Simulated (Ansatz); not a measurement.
Starting cell, CsSnI$_{3}$ (cubic perovskite):

```yaml
crystal:
  lattice:
    - [6.27122, 0.00000, 0.00000]
    - [0.00000, 6.27122, 0.00000]
    - [0.00000, 0.00000, 6.27122]
  atoms:
    - { symbol: Cs, position: [0.00000, 0.00000, 0.00000] }
    - { symbol: Sn, position: [0.50000, 0.50000, 0.50000] }
    - { symbol: I, position: [0.00000, 0.50000, 0.50000] }
    - { symbol: I, position: [0.50000, 0.50000, 0.00000] }
    - { symbol: I, position: [0.50000, 0.00000, 0.50000] }
```

In each cell atom 5 (I, nearest neighbour Sn at 3.136 Å; its periodic images, 6.3 Å or more away, move with it) moves by s·(1.000, 0.000, 0.000) (along Cartesian x), the rest being held.

Calculation: PBE (plane waves to 420 eV, PAW, scalar-relativistic; Ansatz, an electronic-structure program). k mesh 5×5×5 (Γ-centred), Fermi-Dirac smearing 0.05 eV. E stands for the smeared free energy. Stress and pressure are positive under compression. CsSnI3 was relaxed with its symmetry unable to fall. Spin-orbit coupling is left out, though I is heavy. The PAW data are Ansatz's earlier set. This is a high-temperature form of CsSnI3. ΔE is measured from the undisplaced structure.

| s (Å) | P (GPa) | ΔE (meV/cell) |
|---|---|---|
| -0.940 | 0.20 | 212.0 |
| -0.752 | 0.12 | … |
| -0.564 | 0.06 | 63.6 |
| -0.376 | 0.03 | … |
| -0.188 | 0.01 | … |
| 0.000 | 0.00 | 0.0 |
| 0.188 | 0.01 | … |
| 0.376 | 0.03 | … |
| 0.564 | 0.06 | 63.6 |
| 0.752 | 0.12 | … |
| 0.940 | 0.20 | 212.0 |

Task: Fill in the missing entries.

Result: 
- -0.752, ΔE (meV/cell): 122.5
- -0.376, ΔE (meV/cell): 26.8
- -0.188, ΔE (meV/cell): 6.5
- 0.188, ΔE (meV/cell): 6.5
- 0.376, ΔE (meV/cell): 26.8
- 0.752, ΔE (meV/cell): 122.5

(For displaced atoms, the force is minus the slope of the energy, and its curvature is a force constant, which sets phonon frequencies.)
